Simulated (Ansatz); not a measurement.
Cu$_{3}$Au:
```xyz
4
Lattice="3.7803 0.0000 0.0000 0.0000 3.7803 0.0000 0.0000 0.0000 3.7803" Properties=species:S:1:pos:R:3 pbc="T T T"
Cu     0.0000     1.8901     1.8901
Cu     1.8901     0.0000     1.8901
Cu     1.8901     1.8901     0.0000
Au     0.0000     0.0000     0.0000
```

Relaxed with PBE. Special points in fractions of this cell's reciprocal vectors: Γ (0.000, 0.000, 0.000); X (0.000, 0.500, 0.000); M (0.500, 0.500, 0.000); R (0.500, 0.500, 0.500).

Problem. List the band energies nearest the Fermi level at these points for PBE in the plane-wave PAW code Ansatz.

Solution. In eV from the Fermi level; about four levels below and three above (degenerate sets whole), none deeper than 8.9 eV; … stands for higher levels left out; points with the same levels are listed once.

```csv
k,below,above
Γ,-1.49 -1.49 -1.49 -1.37 -1.37 -1.37,1.24 1.24 1.24
X,-1.96 -1.88 -1.49 -1.37,5.68 5.68 6.42 6.42
M,-2.09 -0.52 -0.52 -0.44,0.28 8.41 9.29 9.29
R,-1.05 -1.01 -1.01 -1.01,2.35 …
```

Space group Pm-3m (Cu3Au type). Symmetry was held in the PBE relaxation. No spin polarisation was allowed. Spin–orbit coupling is left out wherever it is not named.

Potentials: the earlier of the program's two PAW sets.
